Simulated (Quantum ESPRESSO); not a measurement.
**Band energies of Rb$_{2}$WO$_{2}$F$_{4}$**

```xyz
9
Lattice="5.3348 -3.0698 0.0000 5.3348 3.0698 0.0000 -0.1723 0.0000 4.9768" Properties=species:S:1:pos:R:3 pbc="T T T"
O      8.9868     0.0000     3.9159
O      1.5106     0.0000     1.0608
F      5.9820     1.6529     3.8769
F      4.5154    -1.6529     1.0998
F      4.5154     1.6529     1.0998
F      5.9820    -1.6529     3.8769
Rb     7.1056     0.0000     1.5623
Rb     3.3918     0.0000     3.4145
W      0.0000     0.0000     0.0000
```

PBEsol (Quantum ESPRESSO, PseudoDojo norm-conserving, 84 Ry, scalar-relativistic); path ΓYFLI,I1ZHF1,H1Y1XΓN,MΓ; energies in eV from the valence-band maximum.

| k (1/Å) | point | band 32 | band 33 | band 34 | band 35 | band 36 | band 37 | band 38 | band 39 |
|---|---|---|---|---|---|---|---|---|---|
| 0.00 | Γ | -1.01 | -0.96 | -0.36 | -0.25 | -0.01 | 2.26 | 3.98 | 4.00 |
| 0.43 |  | -1.03 | -1.01 | -0.36 | -0.34 | -0.03 | 2.27 | 4.04 | 4.05 |
| 0.86 |  | -1.09 | -1.08 | -0.39 | -0.36 | -0.07 | 2.26 | 4.11 | 4.15 |
| 1.08 | Y | -1.10 | -1.08 | -0.39 | -0.38 | -0.08 | 2.27 | 4.14 | 4.15 |
| 1.29 |  | -1.09 | -1.05 | -0.35 | -0.35 | -0.08 | 2.27 | 4.11 | 4.12 |
| 1.72 | F | -1.01 | -0.96 | -0.36 | -0.26 | -0.01 | 2.26 | 3.98 | 4.00 |
| 2.14 |  | -1.06 | -1.04 | -0.34 | -0.33 | -0.06 | 2.27 | 4.08 | 4.08 |
| 2.55 | L | -1.09 | -1.09 | -0.40 | -0.38 | -0.07 | 2.26 | 4.11 | 4.17 |
| 2.55 | I | -1.13 | -1.05 | -0.49 | -0.38 | -0.04 | 2.33 | 3.99 | 4.12 |
| 3.96 | I1 | -1.13 | -1.05 | -0.49 | -0.38 | -0.04 | 2.33 | 3.99 | 4.12 |
| 4.41 |  | -1.06 | -1.00 | -0.35 | -0.34 | 0.00 | 2.30 | 3.96 | 4.01 |
| 4.63 | Z | -1.01 | -0.99 | -0.34 | -0.26 | 0.00 | 2.27 | 3.99 | 4.00 |
| 4.80 |  | -1.03 | -1.01 | -0.35 | -0.28 | -0.01 | 2.27 | 4.02 | 4.03 |
| 5.13 |  | -1.09 | -1.09 | -0.40 | -0.37 | -0.07 | 2.26 | 4.11 | 4.16 |
| 5.46 |  | -1.06 | -1.06 | -0.38 | -0.34 | -0.05 | 2.27 | 4.07 | 4.11 |
| 5.79 | H | -1.01 | -0.99 | -0.34 | -0.26 | 0.00 | 2.27 | 3.99 | 4.00 |
| 6.29 |  | -1.01 | -0.97 | -0.36 | -0.26 | -0.01 | 2.26 | 3.98 | 3.99 |
| 6.46 | F1 | -1.01 | -0.96 | -0.36 | -0.26 | -0.01 | 2.26 | 3.98 | 4.00 |
| 6.46 | H1 | -1.01 | -0.99 | -0.34 | -0.26 | 0.00 | 2.27 | 3.99 | 4.00 |
| 6.78 |  | -1.05 | -1.04 | -0.38 | -0.35 | -0.04 | 2.27 | 4.06 | 4.09 |
| 7.11 | Y1 | -1.10 | -1.08 | -0.39 | -0.38 | -0.08 | 2.27 | 4.14 | 4.15 |
| 7.11 | X | -1.12 | -1.06 | -0.39 | -0.37 | -0.09 | 2.26 | 4.12 | 4.18 |
| 7.25 |  | -1.11 | -1.07 | -0.43 | -0.36 | -0.08 | 2.28 | 4.11 | 4.15 |
| 7.55 |  | -1.11 | -1.06 | -0.59 | -0.32 | -0.05 | 2.35 | 4.01 | 4.06 |
| 7.84 |  | -1.04 | -1.02 | -0.51 | -0.27 | -0.02 | 2.32 | 3.97 | 4.00 |
| 8.13 | Γ | -1.01 | -0.96 | -0.36 | -0.25 | -0.01 | 2.26 | 3.98 | 4.00 |
| 8.42 |  | -1.03 | -0.99 | -0.41 | -0.30 | -0.01 | 2.29 | 3.96 | 4.03 |
| 8.70 |  | -1.12 | -0.99 | -0.49 | -0.34 | -0.01 | 2.33 | 3.91 | 4.10 |
| 8.99 | N | -1.16 | -1.00 | -0.51 | -0.35 | -0.01 | 2.34 | 3.87 | 4.13 |
| 8.99 | M | -1.14 | -1.01 | -0.63 | -0.29 | -0.03 | 2.35 | 3.91 | 4.11 |
| 9.14 |  | -1.12 | -1.01 | -0.59 | -0.28 | -0.03 | 2.34 | 3.92 | 4.09 |
| 9.58 | Γ | -1.01 | -0.96 | -0.36 | -0.25 | -0.01 | 2.26 | 3.98 | 4.00 |

The PBEsol gap is 2.26 eV and nearly direct: the edges lie at Z and L, the smallest direct gap within 0.02 eV of it. Another valence and conduction extremum on the path lies within 0.02 eV, too close to call.

Without spin-orbit coupling, band edges of such heavy elements can be off by tenths of an eV.

Geometry of the Materials Project entry, not relaxed at this level.

The structure is a Materials Project entry; no match was found in the copy of COD used, and its stability was not checked.
